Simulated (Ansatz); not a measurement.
The relaxed structure here is a generated cell of Au: the first start was made by placing the elements on the sites of a structure type, and the end was not matched to a known phase here, so it may be hypothetical. Known forms of Au include space group No. 225.

A relaxed structure of Au. All values below come from r2SCAN (plane waves to 500 eV, PAW, scalar-relativistic; Ansatz, an electronic-structure program).

```
CELL_PARAMETERS angstrom
     -1.75178     1.75178     1.44375
      1.75178    -1.75178     1.44375
      1.75178     1.75178    -1.44375
ATOMIC_POSITIONS crystal
  Au 0.50000 0.50000 0.00000
```

### Question
Determine the symmetry and give the standard cell with its independent sites.

### Answer
Space group I4/mmm (No. 139); a = b = 3.5036 Å, c = 2.8875 Å, α = β = γ = 90.00°

```
atom  site  symmetry       x       y       z
----  ----  --------  ------  ------  ------
Au      2b     4/mmm  0.0000  0.0000  0.5000
```

This is the AFLOW prototype A_tI2_139_a (A_a).

### Question
Give the shortest distances between elements (the closest pairs, up to four, under 3.6 Å).

### Answer
Au–Au 2.87 Å.

- Volume per atom = 17.72 Å³
- Density = 18.46 g/cm³
- Band gap = zero (metallic)

No spin polarisation in the result.

The run could not lose the symmetry of its start: the end is stationary, and may be a saddle point rather than a minimum.

It was reached from a disturbed copy of a Pm-3m (No. 221) cell (simple cubic type), against which it lies -0.17 eV/atom.
